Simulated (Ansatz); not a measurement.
VGe in space group P6/mmm (No. 191; V on 3f, Ge on 1a, Ge on 2d), the program Ansatz at the PBE level (PAW), all energies at zero smearing, with the estimated change up to a 700 eV cutoff added, with one set of potentials and settings (totals compare only within such a set). Cell of 6 atoms (3 V, 3 Ge): -21623.471 eV.

```
element             reference phase  E (eV/atom)
-------  --------------------------  -----------
V        Im-3m, 1 atoms in the cell   -2912.4140
Ge       Fd-3m, 2 atoms in the cell   -4294.9847
```

Formation energy per atom, worked out: (-21623.471 − 3×(-2912.4140) − 3×(-4294.9847))/6 = -0.212 eV/atom (-20 kJ per mol of atoms), at 0 K, without zero-point energy or fitted corrections.

A made-up cell: these elements were put on the sites of a structure type; neither database checked (COD, Materials Project) lists it. Its standing as an ambient phase is unchecked. The cell was relaxed with PBE under the symmetry of its start; whether a distortion lowers the energy is not shown. The workflow began spin-polarised and lost its moments. The references are the lowest solids computed at this level, not always the standard phases.

Potentials: the later of the program's two PAW sets.
